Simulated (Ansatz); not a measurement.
Mo (bcc (W type)), relaxed with LDA (Ansatz, a quantum-chemistry and plane-wave program, plane waves, PAW): a = 3.112 Å, b = 3.112 Å, c = 3.112 Å, α = 90.00°, β = 90.00°, γ = 90.00°.

Problem. The same phase is relaxed and computed with PBE in the same code. What is the cell now?

Solution. a = 3.160 Å, b = 3.160 Å, c = 3.160 Å, α = 90.00°, β = 90.00°, γ = 90.00°.

All cells were relaxed under the symmetry of their starts (and spin orders); stability against distortions was not tested throughout. Rows with no word on spin ran without spin polarisation. Scalar-relativistic: spin–orbit coupling is off unless named, which matters more the heavier the elements.

Potentials: the earlier of the program's two PAW sets.

Ansatz is a plane-wave DFT program.
